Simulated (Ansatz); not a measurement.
**EuPt3 in the BiF3-type structure**

Method: PBEsol, scalar-relativistic; collinear spin; PAW, 420 eV, 8×8×8 k-mesh, Gaussian smearing of 0.05 eV; code Ansatz. The datasets are Ansatz's generated set soft_2.

```cif
data_structure
_symmetry_space_group_name_H-M 'Fm-3m'
_symmetry_Int_Tables_number 225
_cell_length_a 6.5743
_cell_length_b 6.5743
_cell_length_c 6.5743
_cell_angle_alpha 90.000
_cell_angle_beta 90.000
_cell_angle_gamma 90.000
_cell_volume 284.14
loop_
_atom_site_label
_atom_site_type_symbol
_atom_site_symmetry_multiplicity
_atom_site_Wyckoff_symbol
_atom_site_fract_x
_atom_site_fract_y
_atom_site_fract_z
_atom_site_occupancy
Eu1 Eu 4 a 0.00000 0.00000 0.00000 1
Pt1 Pt 4 b 0.50000 0.00000 0.00000 1
Pt2 Pt 8 c 0.25000 0.75000 0.75000 1
```

This is a trial structure made by placing the elements on a prototype's sites, so it needn't be the stable form.

Magnetic state: ferromagnetic, site spin moments Eu 6.38 μB.

The cell above was scaled in volume, its shape and atoms being fixed by the lattice's symmetry. Energies are counted from the cell above.

The cell is relaxed to zero pressure at this level.

```tsv
V (Å³/atom)	ΔE (meV/atom)	P (GPa)	largest moment (μB)
17.05	15.3	7.2	6.36
17.40	3.7	3.4	6.37
17.76	0.0	0.0	6.38
18.11	3.4	-3.0	6.39
18.47	13.0	-5.7	6.40
```

Question: What do the points give for the equilibrium volume, the bulk modulus and its pressure derivative (third-order Birch–Murnaghan)?

Answer: V0 = 17.76 Å³/atom, B0 = 159 GPa, B0′ = 5.1.

B0·V0 = 159.2 GPa × 17.76 Å³ = 17.65 eV/atom sets the scale: near the minimum ΔE ≈ ½ B0 V0 x², with x = V/V0 − 1, and a pressure of 1.6 GPa squeezes the volume by about 1 %. At the ends of the curve: x = −4.0 % predicts 14.1 meV/atom and the run gives 15.3; x = +4.0 % predicts 14.1 meV/atom and the run gives 13.0. The lopsidedness is anharmonic: atoms resist being pushed together more than being pulled apart.

Without a U the 4f levels of Eu lie too near the Fermi level, so their share of the states there, and what hangs on it, is overstated. Spin–orbit coupling, which matters for such heavy elements, is left out. The run wasn't fully tested for a lower electronic state. Site moments are of spin, integrated over atomic spheres. No antiparallel order was tried. The run is a metal.
